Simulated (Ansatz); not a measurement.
# LaSb, relaxed from a wurtzite start to space group P6_3/mmc (read at 0.02 Å)

Computed with Ansatz (plane waves, PAW, 420 eV cutoff): PBEsol, scalar-relativistic, no spin polarisation, 8×8×4 k-mesh, Gaussian smearing of 0.05 eV; PAW files: Ansatz's generated set soft_2.

```yaml
crystal:
  lattice:
    - [5.47743, 0.00000, 0.00000]
    - [-2.73871, 4.74359, 0.00000]
    - [0.00000, 0.00000, 6.40023]
  atoms:
    - { symbol: La, position: [0.66667, 0.33333, 0.06260] }
    - { symbol: La, position: [0.33333, 0.66667, 0.56260] }
    - { symbol: Sb, position: [0.66667, 0.33333, 0.56260] }
    - { symbol: Sb, position: [0.33333, 0.66667, 0.06260] }
```

The start was a prototype's sites filled with these elements. The Crystallography Open Database lists the compound in space group Fm-3m (rock salt), so this is a trial structure.

The cell above was scaled in volume, and shape and atoms were relaxed at each volume within its symmetry. Energies are counted from the cell above.

The cell is relaxed to zero pressure at this level.

```json
{"V (Å³/atom)": "39.91", "ΔE (meV/atom)": "10.4", "P (GPa)": "2.0"}
{"V (Å³/atom)": "40.74", "ΔE (meV/atom)": "2.8", "P (GPa)": "1.0"}
{"V (Å³/atom)": "41.57", "ΔE (meV/atom)": "0.0", "P (GPa)": "0.1"}
{"V (Å³/atom)": "42.41", "ΔE (meV/atom)": "1.7", "P (GPa)": "-0.7"}
{"V (Å³/atom)": "43.24", "ΔE (meV/atom)": "7.4", "P (GPa)": "-1.5"}
```

What do the points give for the equilibrium volume, the bulk modulus and its pressure derivative (third-order Birch–Murnaghan)?

V0 = 41.66 Å³/atom, B0 = 43 GPa, B0′ = 4.0.

B0·V0 = 42.5 GPa × 41.66 Å³ = 11.05 eV/atom sets the scale: near the minimum ΔE ≈ ½ B0 V0 x², with x = V/V0 − 1, and a pressure of 0.4 GPa squeezes the volume by about 1 %. At the ends of the curve: x = −4.2 % predicts 9.7 meV/atom and the run gives 10.4; x = +3.8 % predicts 7.9 meV/atom and the run gives 7.4. The curve is steeper than the parabola on the compressed side and flatter on the expanded side: the bulk modulus rises with pressure.

For elements this heavy, spin–orbit coupling would shift levels and gaps; it isn't included here. The run is a metal.
